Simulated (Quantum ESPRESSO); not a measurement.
## AgCu4RuNb2 (input and log of a self-consistent run)

Simulated, not a measurement. The program is pw.x of Quantum ESPRESSO 7.5 (plane-wave density functional theory). The cell is made up: eight metal atoms on a hexagonal close-packed lattice, with elements, volume, strain and displacements drawn at random and not relaxed, so it may be unstable or far from any real phase. PseudoDojo standard norm-conserving files set the functional (PBE unless stated); there is no spin polarisation or spin-orbit coupling, the Fermi-Dirac width of 0.25 eV means electrons at about 2900 K, and the masses in the input are unused placeholders. The copper pseudopotential is less sure than most, with forces differing by about three percent and pressure by about two GPa from a second method on plain copper. A spin test at this wide smearing found no moment, but such smearing suppresses magnetism that the real alloy may have.

Input:

```
&control calculation='scf', pseudo_dir='./dojo.nc.sr.pbe.v0_5.standard.upf', outdir='./o', disk_io='minimal', tprnfor=.true., tstress=.true. /
&system ibrav=0, nat=8, ntyp=4, nbnd=81, ecutwfc=92.02030273, nosym=.true., tot_charge=0,
 occupations='smearing', smearing='fd', degauss=0.0183746611
/
&electrons conv_thr=1.470e-08, electron_maxstep=70, mixing_beta=0.5 /
ATOMIC_SPECIES
Ag 1.0 Ag.upf
Cu 1.0 Cu.upf
Nb 1.0 Nb.upf
Ru 1.0 Ru.upf
CELL_PARAMETERS angstrom
0.019 -0.0051 4.6004
5.3968 0.0087 0.0226
-2.6909 4.6429 -0.0166
ATOMIC_POSITIONS angstrom
Ag -0.059 -0.0097 0.0311
Cu -1.2996 2.2948 -0.0306
Cu 2.6275 -0.041 0.0322
Cu 1.3889 2.3171 0.0428
Ru 0.0799 1.5243 2.2588
Cu -1.3578 3.8961 2.2882
Nb 2.722 1.5721 2.3253
Nb 1.4263 3.8628 2.2817
K_POINTS automatic
5 5 5 1 1 1
```

The log is shortened where brackets say so; the opening notice, blank lines, dates and the lines on written files are dropped, and the path of the files is cut. It prints rydbergs, bohrs and kilobars, and counts compression as positive stress. Its total energy is the free energy E - TS of the whole cell.

```
     Program PWSCF v.7.5
     Parallel version (MPI & OpenMP), running on       4 processor cores
     Number of MPI processes:                 4
     Threads/MPI process:                     1
     [start-up lines left out]
     bravais-lattice index     =            0
     lattice parameter (alat)  =       8.6936  a.u.
     unit-cell volume          =     778.6017 (a.u.)^3
     number of atoms/cell      =            8
     number of atomic types    =            4
     number of electrons       =       137.00
     number of Kohn-Sham states=           81
     kinetic-energy cutoff     =      92.0203  Ry
     charge density cutoff     =     368.0812  Ry
     scf convergence threshold =      1.5E-08
     mixing beta               =       0.5000
     number of iterations used =            8  plain     mixing
     Exchange-correlation= PBE
                           (   1   4   3   4   0   0   0)
     [axes and pseudopotential details left out]
   Cartesian axes
     site n.     atom                  positions (alat units)
         1        Ag     tau(   1) = (  -0.0128249  -0.0021085   0.0067602  )
         2        Cu     tau(   2) = (  -0.2824946   0.4988216  -0.0066515  )
         3        Cu     tau(   3) = (   0.5711408  -0.0089122   0.0069993  )
         4        Cu     tau(   4) = (   0.3019058   0.5036690   0.0093035  )
         5        Ru     tau(   5) = (   0.0173679   0.3313377   0.4909963  )
         6        Cu     tau(   6) = (  -0.2951455   0.8468969   0.4973870  )
         7        Nb     tau(   7) = (   0.5916823   0.3417280   0.5054514  )
         8        Nb     tau(   8) = (   0.3100354   0.8396584   0.4959741  )
     number of k points=    63  Fermi-Dirac smearing, width (Ry)=  0.0184
                       cart. coord. in units 2pi/alat
        k(    1) = (   0.0845866   0.1484665   0.0998162), wk =   0.0320000
        k(    2) = (   0.0842665   0.3464528   0.1000370), wk =   0.0320000
     [further k points left out]
     Dense  grid:    92841 G-vectors     FFT dimensions: (  54,  64,  64)
     Estimated max dynamical RAM per process >     396.57 MB
     Estimated total dynamical RAM >       1.48 GB
     Initial potential from superposition of free atoms
     starting charge     136.9928, renormalised to     137.0000
     Starting wfcs are   80 randomized atomic wfcs +    1 random wfcs
     total cpu time spent up to now is        5.4 secs
     per-process dynamical memory:   326.2 Mb
     Self-consistent Calculation
     iteration #  1     ecut=    92.02 Ry     beta= 0.50
     Davidson diagonalization with overlap
     ethr =  1.00E-02,  avg # of iterations =  3.0
     total cpu time spent up to now is       20.2 secs
     total energy              =   -2275.31096887 Ry
     estimated scf accuracy    <       5.02442598 Ry
     iteration #  2     ecut=    92.02 Ry     beta= 0.50
     Davidson diagonalization with overlap
     ethr =  3.67E-03,  avg # of iterations =  3.0
     total cpu time spent up to now is       35.8 secs
     total energy              =   -2276.25783509 Ry
     estimated scf accuracy    <      18.65068651 Ry
     iteration #  3     ecut=    92.02 Ry     beta= 0.50
     Davidson diagonalization with overlap
     ethr =  3.67E-03,  avg # of iterations =  2.7
     total cpu time spent up to now is       49.8 secs
     total energy              =   -2277.75760093 Ry
     estimated scf accuracy    <       4.34932575 Ry
     iteration #  4     ecut=    92.02 Ry     beta= 0.50
     Davidson diagonalization with overlap
     ethr =  3.17E-03,  avg # of iterations =  2.0
     total cpu time spent up to now is       62.1 secs
     total energy              =   -2278.06175416 Ry
     estimated scf accuracy    <       0.63591199 Ry
     iteration #  5     ecut=    92.02 Ry     beta= 0.50
     Davidson diagonalization with overlap
     ethr =  4.64E-04,  avg # of iterations =  2.6
     total cpu time spent up to now is       75.1 secs
     total energy              =   -2278.11473329 Ry
     estimated scf accuracy    <       0.07916682 Ry
     [iterations 6 to 11 left out]
     iteration # 12     ecut=    92.02 Ry     beta= 0.50
     Davidson diagonalization with overlap
     ethr =  1.96E-08,  avg # of iterations =  2.0
     total cpu time spent up to now is      168.2 secs
     total energy              =   -2278.13076358 Ry
     estimated scf accuracy    <       0.00000496 Ry
     iteration # 13     ecut=    92.02 Ry     beta= 0.50
     Davidson diagonalization with overlap
     ethr =  3.62E-09,  avg # of iterations =  2.0
     total cpu time spent up to now is      180.8 secs
     total energy              =   -2278.13076426 Ry
     estimated scf accuracy    <       0.00000067 Ry
     iteration # 14     ecut=    92.02 Ry     beta= 0.50
     Davidson diagonalization with overlap
     ethr =  4.88E-10,  avg # of iterations =  2.0
     total cpu time spent up to now is      193.2 secs
     total energy              =   -2278.13076434 Ry
     estimated scf accuracy    <       0.00000012 Ry
     iteration # 15     ecut=    92.02 Ry     beta= 0.50
     Davidson diagonalization with overlap
     ethr =  9.09E-11,  avg # of iterations =  1.9
     total cpu time spent up to now is      205.5 secs
     total energy              =   -2278.13076435 Ry
     estimated scf accuracy    <       0.00000001 Ry
     iteration # 16     ecut=    92.02 Ry     beta= 0.50
     Davidson diagonalization with overlap
     ethr =  1.09E-11,  avg # of iterations =  2.0
     total cpu time spent up to now is      219.4 secs
     End of self-consistent calculation
     [lines on levels left out]
!    total energy              =   -2278.13076435 Ry
     estimated scf accuracy    <          6.4E-09 Ry
     smearing contrib. (-TS)   =      -0.08129036 Ry
     internal energy E=F+TS    =   -2278.04947399 Ry
     The total energy is F=E-TS. E is the sum of the following terms:
     one-electron contribution =   -1113.76960337 Ry
     hartree contribution      =     639.17707951 Ry
     xc contribution           =    -319.25040943 Ry
     ewald contribution        =   -1484.20654070 Ry
     convergence has been achieved in  16 iterations
     Forces acting on atoms (cartesian axes, Ry/au):
     atom    1 type  1   force =     0.03014330    0.00033047   -0.02836191
     atom    2 type  2   force =     0.00040032    0.00746041    0.00134295
     atom    3 type  2   force =    -0.00001725   -0.00072850   -0.00371292
     atom    4 type  2   force =    -0.01474143   -0.01200140   -0.01407138
     atom    5 type  4   force =    -0.01601615    0.04259710    0.01976476
     atom    6 type  2   force =     0.03771507   -0.01680338    0.00305717
     atom    7 type  3   force =     0.01835358   -0.01894283    0.00033250
     atom    8 type  3   force =    -0.05583743   -0.00191187    0.02164883
     Total force =     0.103953     Total SCF correction =     0.000139
     Computing stress (Cartesian axis) and pressure
          total   stress  (Ry/bohr**3)                   (kbar)     P=       37.53
   0.00015065  -0.00000338  -0.00002181           22.16       -0.50       -3.21
  -0.00000338   0.00031914   0.00002267           -0.50       46.95        3.33
  -0.00002181   0.00002267   0.00029566           -3.21        3.33       43.49
     init_run     :      5.04s CPU      5.28s WALL (       1 calls)
     electrons    :    208.39s CPU    213.99s WALL (       1 calls)
     forces       :      1.99s CPU      2.00s WALL (       1 calls)
     stress       :      6.71s CPU      6.76s WALL (       1 calls)
     [timing details left out]
     PWSCF        :   3m42.25s CPU   3m48.23s WALL
     JOB DONE.
```

In other units: free energy -30995.548 eV for the cell, pressure 3.75 GPa, largest force component 1.436 eV/Å in size. The run took 230 s of wall time with four MPI processes on a shared machine (Intel Xeon, 2023 or later, virtual cores), so the time is rough. A rerun of this cell at a higher cutoff and on a denser mesh moved values by no more than 0.005 eV in energy, 0.07 GPa in stress and 0.012 eV/Å in force, and a second program with other atomic files agreed on that cell to 2 % rms in force and 0.5 GPa in pressure.